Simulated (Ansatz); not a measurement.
## Squeezing Ag (hcp type)

```yaml
crystal:
  lattice:
    - [2.85078, 0.00000, 0.00000]
    - [-1.42539, 2.46885, 0.00000]
    - [0.00000, 0.00000, 4.73714]
  atoms:
    - { symbol: Ag, position: [0.33333, 0.66667, 0.25000] }
    - { symbol: Ag, position: [0.66667, 0.33333, 0.75000] }
```

The cell comes from a relaxation on PAW files under the same functional, begun from a prototype that needn't be the stable phase.

Its volume is scaled, and at each volume shape and atoms are relaxed on PAW files; all methods then take that cell.

Computed with Ansatz 0.2.0; functional PBEsol, scalar-relativistic. Settings: a Γ-centred 15×15×8 k mesh, Fermi–Dirac smearing of 0.05 eV, no spin polarisation. Methods: LAPW: all electrons, basis error target 1 meV/atom; PAW: frozen-core files, cutoff 420 eV; crystal datasets: all electrons, by PAW datasets that the program makes for each cell; norm-conserving: pseudopotentials, cutoff 1116 eV; PAW (cutoff 300 eV): frozen-core files, cutoff 300 eV.

Energies are extrapolated to zero smearing and count from the unscaled cell; pressure is positive in compression; gaps take the mesh and a band path. No temperature or zero-point motion is included.

The PAW files were made under PBE. The structure type is held throughout; the real material can change phase at far lower pressure.

| V/V0 | V (Å³/atom) | P LAPW (GPa) | ΔE LAPW (eV/atom) | P PAW − LAPW (GPa) | ΔE PAW − LAPW (meV/atom) | space group | shortest distance (Å) |
| --- | --- | --- | --- | --- | --- | --- | --- |
| 1.00 | 16.67 | -0.03 | 0.000 | 0.03 | 0.0 | P6_3/mmc | 2.851 |
| 0.88 | 14.67 | 21.7 | 0.118 | 0.05 | 0.5 | P6_3/mmc | 2.735 |
| 0.78 | 13.00 | ? | ? | ? | ? | ? | ? |
| 0.68 | 11.34 | 133.6 | 1.472 | 0.03 | 1.6 | P6_3/mmc | 2.517 |
| 0.58 | 9.67 | 289.7 | 3.572 | -0.01 | 1.7 | P6_3/mmc | 2.387 |
| 0.50 | 8.34 | 543.9 | 6.924 | -0.07 | 1.4 | P6_3/mmc | 2.272 |
| 0.43 | 7.17 | 972.6 | 12.280 | 0.09 | 1.1 | P6_3/mmc | 2.161 |

Task: Fit the Vinet equation to the LAPW pressures shown (residuals weighted by 1/(|P| + 0.03·Pmax)), and predict the pressure of the withheld row.

Result: The fit gives V0 = 16.68 Å³/atom, B0 = 112 GPa and B0′ = 6.15. At 13.00 Å³/atom, x = (V/V0)^(1/3) = 0.9203, and P = 3·B0·(1 − x)/x²·exp[1.5·(B0′ − 1)·(1 − x)] = 58.7 GPa. The run itself gave 59.0 GPa (-0.6 % off) and ΔE = 0.516 eV/atom.

Task: At the smallest volume, how far do crystal datasets and norm-conserving and PAW (cutoff 300 eV) lie from LAPW in pressure?

Result: crystal datasets: 0.00 GPa; norm-conserving: +10.18 GPa; PAW (cutoff 300 eV): -3.33 GPa, on a LAPW pressure of 972.6 GPa.

Task: How do the Löwdin populations by LAPW change from the unscaled cell to the last row?

Result: Ag 4s 1.99 → 1.94 electrons an atom. These are projections on the shells that the free atoms fill; 0.24 e a cell lies outside them at the start and 0.33 e at the end.
